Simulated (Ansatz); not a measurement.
Clean, relaxed (111) surface of Os, space group Fm-3m (No. 225) (top face towards +c; atoms held fixed, by place in the list: 1, 2):

```
Os
1.0
     2.70138    0.00000    0.00000
    -1.35069    2.33946    0.00000
     0.00000    0.00000   23.61699
Os
4
Direct
  0.66667 0.33333 0.35991
  0.33333 0.66667 0.45330
  0.00000 0.00000 0.54762
  0.66667 0.33333 0.63723
```

All numbers below come from DFT PBEsol, scalar-relativistic, plane waves, PAW (Ansatz). Settings: cutoff 420 eV, Γ-centred mesh 12×12×1 on the computed 4-atom cell, Gaussian smearing of 0.10 eV; no spin polarisation. The cell repeats along c with a dipole correction in the vacuum.

CH is put at the hollow (Os-Os-Os) at (0.33, 0.67) site, one adsorbate per 6.3 Å², and relaxed. The adsorption energy is E(slab + adsorbate) − E(slab) − E(free adsorbate, spin-polarised where open-shell). Heights count from the highest slab atom after relaxation. Bonded neighbours lie within 1.25 times the sum of covalent radii (1.35 for H) and, on that scale, within 12 % of the closest. With the adsorbate the cell is lengthened along c to keep the vacuum.

Problem. How strongly does it bind, and where does its anchoring atom end?

Solution. -7.27 eV; at (0.33, 0.67), 3 bonded neighbours (Os).

Problem. How high does its anchoring atom sit over the highest slab atom, and what is the shortest contact with the surface?

Solution. 1.28 Å; C–Os 2.02 Å.

Problem. The clean face has a work function of 5.42 eV. How does the adsorbate change it?

Solution. By -2.15 eV.

Problem. Does the adsorbate stay in one piece?

Solution. Yes.

Each end is the local minimum or symmetric point that its start leads to. This isn't the usual crystal structure of Os. The slab is only 6.6 Å thick, so the energies aren't converged with thickness.

The adsorbed runs have no spin polarisation, so weakly bound open-shell ends lie too high.